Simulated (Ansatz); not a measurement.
A geometry of MgF2 away from equilibrium: step 8 of the relaxation of a generated cell, MgF2 placed in the AFLOW prototype A2B_hP6_191_h_e (C_h, as in Cu2Te). Calculation: PBEsol (plane waves to 420 eV, PAW, scalar-relativistic; Ansatz, a quantum-chemistry and plane-wave program). Γ-centred k-mesh 7×7×4 on the run's cell (coarser than for final values), Fermi–Dirac smearing 0.05 eV.

```xyz
6
Lattice="3.7069 0.0000 0.0000 -1.8534 3.2103 0.0000 0.0000 0.0000 6.7514" Properties=species:S:1:pos:R:3:forces:R:3 pbc="T T T" free_energy=-7029.934 pressure_GPa=3.4
F      0.0000     2.1402     1.6874    0.0000    0.0000    0.0005
F      1.8534     1.0701     1.6874    0.0000    0.0000    0.0005
F      1.8534     1.0701     5.0640    0.0000    0.0000   -0.0005
F      0.0000     2.1402     5.0640    0.0000    0.0000   -0.0005
Mg     0.0000     0.0000     1.6874    0.0000    0.0000    0.0004
Mg     0.0000     0.0000     5.0639    0.0000    0.0000   -0.0004
```

Positions in Å, forces in eV/Å, free energy of the cell in eV (comparable only within this code, potentials and settings). Largest force: all forces are below 0.005 eV/Å; the geometry lies 0.07 eV/atom above the end of its relaxation.

No spin polarisation in the result. Without a van der Waals term the distances between weakly bound units are poorly fixed.

The run could not lose the symmetry of its start: the end is stationary, and may be a saddle point rather than a minimum.

The end of the path is a generated cell of MgF2: the first start was made by placing the elements on the sites of a structure type, and the end was not matched to a known phase here, so it may be hypothetical. Known forms of MgF2 include space group No. 136.
